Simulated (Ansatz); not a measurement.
Ta:
Space group P-42₁m (No. 113); a = 10.2126 Å, b = 10.2126 Å, c = 5.3027 Å, α = 90.00°, β = 90.00°, γ = 90.00°

| atom | site | symmetry | x | y | z |
|---|---|---|---|---|---|
| Ta | 2c | 2.mm | 0.0000 | 0.5000 | 0.2476 |
| Ta | 8f | 1 | 0.0674 | 0.2393 | 0.2478 |
| Ta | 8f | 1 | 0.0345 | 0.1282 | 0.7477 |
| Ta | 4e | ..m | 0.6052 | 0.1052 | 0.2530 |
| Ta | 4e | ..m | 0.3189 | 0.1811 | 0.0012 |
| Ta | 4e | ..m | 0.3188 | 0.1812 | 0.4997 |

Relaxed with r²SCAN.

Task: Which orbitals make up the states near the Fermi level in plane-wave PAW r²SCAN (Ansatz code)?

Result: Within 0.5 eV of the Fermi level: Ta 5d 86 %, Ta 6s 6 %, outside the projected shells 7 %. Projections are on Löwdin-orthogonalised atomic valence shells; empty p or d shells of many metals are not among them.

Task: Tabulate the density of states.

Result: States/eV per cell of 30 atoms, in 0.25 eV bins, energy from the Fermi level.

| E (eV) | total | Ta 5d | Ta 6s | Ta 5p |
|---|---|---|---|---|
| -7.85 | 1.15 | 0.01 | 1.05 | 0.01 |
| -7.60 | 1.54 | 0.01 | 1.40 | 0.02 |
| -7.35 | 1.95 | 0.03 | 1.77 | 0.04 |
| -7.10 | 2.22 | 0.05 | 2.00 | 0.05 |
| -6.85 | 2.50 | 0.09 | 2.22 | 0.06 |
| -6.60 | 2.97 | 0.15 | 2.60 | 0.08 |
| -6.35 | 3.37 | 0.23 | 2.89 | 0.10 |
| -6.10 | 4.42 | 0.41 | 3.70 | 0.14 |
| -5.85 | 4.04 | 0.47 | 3.29 | 0.13 |
| -5.60 | 4.64 | 0.70 | 3.64 | 0.15 |
| -5.35 | 5.35 | 1.03 | 3.99 | 0.17 |
| -5.10 | 6.46 | 1.65 | 4.44 | 0.20 |
| -4.85 | 8.87 | 2.99 | 5.43 | 0.25 |
| -4.60 | 13.60 | 6.54 | 6.48 | 0.30 |
| -4.35 | 15.71 | 8.93 | 6.20 | 0.29 |
| -4.10 | 23.18 | 15.65 | 6.82 | 0.35 |
| -3.85 | 34.99 | 26.65 | 7.41 | 0.45 |
| -3.60 | 25.55 | 20.49 | 4.40 | 0.35 |
| -3.35 | 17.30 | 14.18 | 2.64 | 0.28 |
| -3.10 | 14.19 | 12.05 | 1.73 | 0.25 |
| -2.85 | 11.73 | 10.18 | 1.18 | 0.23 |
| -2.60 | 15.52 | 13.90 | 1.12 | 0.30 |
| -2.35 | 13.97 | 12.93 | 0.65 | 0.23 |
| -2.10 | 27.55 | 25.61 | 1.16 | 0.40 |
| -1.85 | 36.64 | 34.22 | 1.46 | 0.44 |
| -1.60 | 46.39 | 43.43 | 1.64 | 0.56 |
| -1.35 | 63.08 | 58.15 | 2.89 | 0.77 |
| -1.10 | 51.94 | 47.20 | 2.65 | 0.66 |
| -0.85 | 44.34 | 38.99 | 2.82 | 0.67 |
| -0.60 | 42.06 | 35.64 | 3.15 | 0.71 |
| -0.35 | 32.22 | 27.05 | 2.04 | 0.55 |
| -0.10 | 22.60 | 19.14 | 1.38 | 0.34 |
| 0.15 | 20.75 | 18.12 | 1.14 | 0.24 |
| 0.40 | 19.09 | 16.92 | 1.07 | 0.19 |
| 0.65 | 22.23 | 19.45 | 1.30 | 0.20 |
| 0.90 | 21.31 | 19.06 | 1.06 | 0.14 |
| 1.15 | 23.00 | 20.63 | 1.07 | 0.12 |
| 1.40 | 14.74 | 12.71 | 0.81 | 0.09 |
| 1.65 | 23.08 | 20.99 | 0.83 | 0.10 |
| 1.90 | 20.62 | 19.15 | 0.58 | 0.07 |
| 2.15 | 21.10 | 19.84 | 0.54 | 0.06 |
| 2.40 | 17.37 | 16.36 | 0.44 | 0.04 |
| 2.65 | 16.01 | 15.26 | 0.33 | 0.04 |
| 2.90 | 25.26 | 24.28 | 0.43 | 0.04 |
| 3.15 | 26.23 | 25.18 | 0.49 | 0.04 |
| 3.40 | 27.78 | 26.47 | 0.64 | 0.05 |

Space group P-42_1m. The workflow started from a Materials Project entry (that database holds measured and hypothetical structures alike); the Crystallography Open Database files this formula in space group No. 113, but the cells were not matched. It is not the phase usual at ambient conditions (space group No. 229). The cell was relaxed with r²SCAN under the symmetry of its start; its stability against distortions is not shown here. No spin polarisation was allowed. Axis ratios of metals converge slowly with the k-mesh, so a and c are less sure than the volume. Spin–orbit coupling is left out wherever it is not named.

Potentials: the later of the program's two PAW sets.
